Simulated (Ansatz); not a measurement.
# HfTe: relaxed-ion elastic tensor

Method: DFT PBEsol, scalar-relativistic, plane waves, PAW (Ansatz). Cutoff 420 eV, 12×12×12 k-points (Γ-centred), Fermi-Dirac smearing of 0.15 eV. No spin polarisation.

The cell, relaxed at this level:
```yaml
crystal:
  lattice:
    - [0.00000, 2.88017, 2.88017]
    - [2.88017, 0.00000, 2.88017]
    - [2.88017, 2.88017, 0.00000]
  atoms:
    - { symbol: Hf, position: [0.00000, 0.00000, 0.00000] }
    - { symbol: Te, position: [0.50000, 0.50000, 0.50000] }
```

The cell was built by swapping an element in a database structure (itself possibly hypothetical) and relaxing; it need not be the stable form of this composition. In a metal, frequencies and elastic constants depend on the k mesh and the smearing, soft modes and shear constants most. Spin–orbit coupling is left out, which can shift energies with elements as heavy as these.

Problem. Give the relaxed-ion elastic constants (GPa, Voigt order xx yy zz yz xz xy, on the axes of the cell above).

Solution.
C11 = 233.7, C12 = 26.0, C13 = 26.0, C22 = 233.7, C23 = 26.0, C33 = 233.7, C44 = -6.7, C55 = -6.7, C66 = -6.7 GPa; the others vanish.

Problem. Is the crystal stable against homogeneous strain?

Solution. Too close to call: the least eigenvalue is -6.7 GPa, within what the k mesh leaves open in a metal.